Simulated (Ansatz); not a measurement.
**Question.** Free-standing sheets of MoN4Si2, MA2Z4 (prismatic core, outer Z over the empty site)-type layer and FSi, capped honeycomb (chair)-type layer are relaxed with the program Ansatz at the PBE level (PAW). Aligned at the vacuum level, what band offsets and what type of junction result?

**Answer.** MoN4Si2: VBM -5.35, CBM -3.62 eV; FSi: VBM -6.44, CBM -5.76 eV. Valence offset 1.09 eV (MoN4Si2 higher), conduction offset 2.14 eV (FSi lower): type III (broken gap).

Mismatch of the primitive lattice constants: 2.909 against 3.967 Å, 26.7 %.

Natural alignment of Kohn–Sham levels: no interface dipole, strain or quasiparticle shift.

All cells were relaxed under the symmetry of their starts (and spin orders); stability against distortions was not tested throughout. Rows with no word on spin ran without spin polarisation. Scalar-relativistic: spin–orbit coupling is off unless named, which matters more the heavier the elements. Constructed layers (a layer type filled with these elements): FSi, capped honeycomb (chair)-type layer.

Potentials: the earlier of the program's two PAW sets.
